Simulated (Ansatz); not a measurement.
Relaxed-ion elastic tensor of BaMgF₄ in space group Cmc2_1 (No. 36; Pearson symbol oS24) in GPa (Voigt order), plane-wave PAW PBEsol (Ansatz code); density 4.55 g/cm³, 14.46 Å³ per atom.

```tsv
	1	2	3	4	5	6
1	142	36.7	66.5	0.0	0.0	0.0
2	36.7	77.4	31.4	0.0	0.0	0.0
3	66.5	31.4	95.8	0.0	0.0	0.0
4	0.0	0.0	0.0	22.2	0.0	0.0
5	0.0	0.0	0.0	0.0	52.2	0.0
6	0.0	0.0	0.0	0.0	0.0	30.7
```

Is the crystal mechanically stable?

Yes: the smallest eigenvalue of C is 22.2 GPa.

Work out the Voigt, Reuss and Hill averages.

K_V = 64.9, K_R = 57.4, K_H = 61.1; G_V = 33.0, G_R = 29.4, G_H = 31.2 GPa.

Give Young's modulus, Poisson's ratio, Pugh's ratio and the universal anisotropy index.

E = 9KG/(3K + G) = 80.0 GPa; ν = 0.28; K/G = 1.96 (ductile by the Pugh limit of 1.75); A_U = 5G_V/G_R + K_V/K_R − 6 = 0.75.

Estimate the sound speeds and the Debye temperature.

v_l = √((K + 4G/3)/ρ) = 4750 m/s, v_t = √(G/ρ) = 2620 m/s, mean 2920 m/s; Θ = (h/k)(3n/4πV)^(1/3) v_m = 357 K.

Solve the Christoffel equation for the three sound speeds along x, y, z.

Eigenvalues of C_ijkl n_j n_l equal ρv² (piezoelectric stiffening left out). In km/s, slowest first: x 2.60, 3.39, 5.58; y 2.21, 2.60, 4.12; z 2.21, 3.39, 4.59.

How much does each axis shrink under pressure?

Linear compressibilities β_i = Σ_j S_ij (j = 1 to 3): x 1.7, y 9.6, z 6.1 per TPa.

The first step of the workflow began from a Materials Project structure, measured or hypothetical; the Crystallography Open Database files this formula in space group No. 36, but the cells were not matched. Its standing as an ambient phase is unchecked. The cell was relaxed with PBEsol under the symmetry of its start; its stability against distortions is not shown here. Scalar-relativistic: spin–orbit coupling is off unless named, which matters more the heavier the elements.

Potentials: the later of the program's two PAW sets.
